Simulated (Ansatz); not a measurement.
# Al3FeCo2: rattling a relaxed structure

The cell was found from a structure generator's guess, not taken from experiment.

All numbers below come from DFT PBE, scalar-relativistic, plane waves, PAW in Ansatz. Plane waves to 420 eV, a k mesh through Γ of 12×12×8 on the computed 6-atom cell and Gaussian smearing (0.10 eV); no spin polarisation.

The cell below (6 atoms, space group P-3m1 (No. 164)) is relaxed within its symmetry.

```
Al Fe Co
1.0
     4.03911    0.00000    0.00000
    -2.01955    3.49797    0.00000
     0.00000    0.00000    4.94397
Al Fe Co
3 1 2
Direct
  0.00000 0.00000 0.00000
  0.66667 0.33333 0.33436
  0.33333 0.66667 0.66564
  0.00000 0.00000 0.50000
  0.33333 0.66667 0.16543
  0.66667 0.33333 0.83457
```

For the test a repeat of it with 12 atoms (edges 4.04, 4.94, 7.00 Å) was strained at random (σ = 1.5 % a component), the atoms were moved at random (σ = 0.10 Å), and all was relaxed again on a coarse 6×4×4 mesh (in the run’s order of axes) with 0.20 eV smearing, with no symmetry imposed.

Trial moments died out on the coarse mesh, so the last step has no spin; another magnetic start might hold.

Q: Does it come back?

A: It returns, within 1 meV/atom of the unmoved cell on that mesh and with the same symmetry when read at 0.1 Å. So it is stable against the distortions that fit this cell and that this random move excites. Modes that don't fit the cell aren't tested.
